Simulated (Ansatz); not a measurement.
WN$_{2}$ in space group P6_3/mmc (No. 194; W on 2d, N on 4e) at seven volumes, the program Ansatz at the PBEsol level (PAW), shape and atoms relaxed at each. One row is withheld.

```tsv
V (Å³/atom)	P (GPa)
8.558	42.52
8.841	26.05
9.123	11.99
9.405	-0.01
9.687	?
9.969	-18.98
10.251	-26.42
```

### Question
Fit the shown pressures and predict the withheld one.

### Answer
Third-order Birch–Murnaghan: P = (3/2)B₀(x^(7/2) − x^(5/2))[1 + (3/4)(B′ − 4)(x − 1)] with x = (V₀/V)^(2/3). Least squares on the six rows gives V₀ = 9.405 Å³/atom, B₀ = 368.6 GPa, B′ = 4.25. At V = 9.687, x = 0.9805 and P = -10.23 GPa. The run itself gave -10.25 GPa.

The first step of the workflow began from a Materials Project structure, measured or hypothetical; the Crystallography Open Database copy checked does not list it. Whether it is the stable phase at ambient conditions was not checked. The PBEsol relaxation kept the symmetry of its start; whether a distortion lowers the energy is not shown. The run is not spin-polarised. Spin–orbit coupling is left out wherever it is not named.

Potentials: the later of the program's two PAW sets.
